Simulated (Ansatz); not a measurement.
BiSe (rock salt, Fm-3m) at seven volumes, DFT-LDA in the program Ansatz with PAW potentials, scaled uniformly. One row is withheld.

```
V (Å³/atom)  P (GPa)
-----------  -------
24.764             ?
25.580          4.75
26.396          2.19
27.213          0.00
28.029         -1.86
28.845         -3.44
29.662         -4.78
```

Q: Fit the shown pressures and predict the withheld one.

A: Third-order Birch–Murnaghan: P = (3/2)B₀(x^(7/2) − x^(5/2))[1 + (3/4)(B′ − 4)(x − 1)] with x = (V₀/V)^(2/3). Least squares on the six rows gives V₀ = 27.213 Å³/atom, B₀ = 67.04 GPa, B′ = 4.39. At V = 24.764, x = 1.0649 and P = 7.78 GPa. The run itself gave 7.78 GPa.

The workflow started from a Materials Project entry (that database holds measured and hypothetical structures alike); the Crystallography Open Database files this formula in space group No. 225, but the cells were not matched. Whether it is the stable phase at ambient conditions was not checked. Symmetry was held in the LDA relaxation. At this level the phase is mechanically unstable. Spin–orbit coupling is left out wherever it is not named.

Potentials: the later of the program's two PAW sets.
